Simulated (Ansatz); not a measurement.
ScIr3C (anti-perovskite, space group No. 221) under volume change, plane-wave PAW PBE (Ansatz code), scaled uniformly.

```
V (Å³/atom)  E − E(relaxed) (meV/atom)     P (GPa)
-----------  -------------------------  ----------
12.826                           106.9       29.48
13.248                      (withheld)  (withheld)
13.671                            10.5        8.22
14.094                             0.0        0.00
14.517                             9.4       -6.94
14.940                      (withheld)  (withheld)
15.363                            76.1      -17.71
```

Problem. Fill in the missing entries.

Solution. 
- 14.940, E − E(relaxed) (meV/atom): 35.7
- 14.940, P (GPa): -12.79
- 13.248, E − E(relaxed) (meV/atom): 44.7
- 13.248, P (GPa): 17.96

Problem. What does a third-order Birch–Murnaghan fit give for V₀, B₀ and B′?

Solution. V₀ = 14.09 Å³/atom, B₀ = 251 GPa, B′ = 4.6.

Space group Pm-3m (anti-perovskite). The start of the workflow was typed in or built on a structure type; neither database checked (COD, Materials Project) lists it. Whether it is the stable phase at ambient conditions was not checked. The PBE relaxation kept the symmetry of its start; its stability against distortions is not shown here. The run is not spin-polarised. Scalar-relativistic: spin–orbit coupling is off unless named, which matters more the heavier the elements.

Potentials: the earlier of the program's two PAW sets.
